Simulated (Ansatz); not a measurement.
# 73Ge quadrupole couplings across 6 crystals

Method: Kohn–Sham DFT in Ansatz, PBE, plane waves and PAW, scalar-relativistic, 420 eV cutoff. Q = -196.0 mb (Pyykkö 2018), I = 9/2. The cells come from the COD and the Materials Project (computed, not necessarily observed phases), with the atoms as given or relaxed (PBE, cell held). Calculated pressures reach 2 GPa in size and forces 0.2 eV/Å in them. Spin–orbit coupling is left out, which moves gradients at and beside heavy atoms (Ba, Hg) by some per cent and at some sites by far more. At most two sites a crystal are listed; metals, magnetic cells and gradients under 0.03 × 10²¹ V/m² (0.12 where the gap is under 1 eV) that symmetry doesn't force to zero are left out, and those under about 0.1 are uncertain even in sign.

| crystal | space group | first shell of Ge | C_Q (MHz) | η |
| --- | --- | --- | --- | --- |
| CdGeAs2 | I-42d | 4 As at 2.45 Å | -1.41 | 0.00 |
| Sr4GeN4 | P-1 | 4 N at 1.93–1.95 Å | 10.8 | 0.93 |
| SrHgGeSe4 | Ama2 | 4 Se at 2.35–2.42 Å | -11.8 | 0.99 |
| Na2CdGe2Se6 | Cc | 4 Se at 2.34–2.43 Å | -21.3 | 0.81 |
| Na2CdGe2Se6 | Cc | 4 Se at 2.32–2.45 Å | 28.0 | 0.98 |
| Li4HgGe2S7 | Cc | 4 S at 2.18–2.32 Å | -28.2 | 0.59 |
| Li4HgGe2S7 | Cc | 4 S at 2.19–2.31 Å | -30.2 | 0.79 |
| Ba5Ge2N6 | C2/c | 4 N at 1.87–2.01 Å | -35.4 | 0.68 |

Where η is near 1 the sign of C_Q means little.

In CdGeAs2, Sr4GeN4 small gradients can still move by 0.1 × 10²¹ V/m² or more with the k-mesh.

The crystals are a selection from a larger pool of database entries, not a random sample of it.
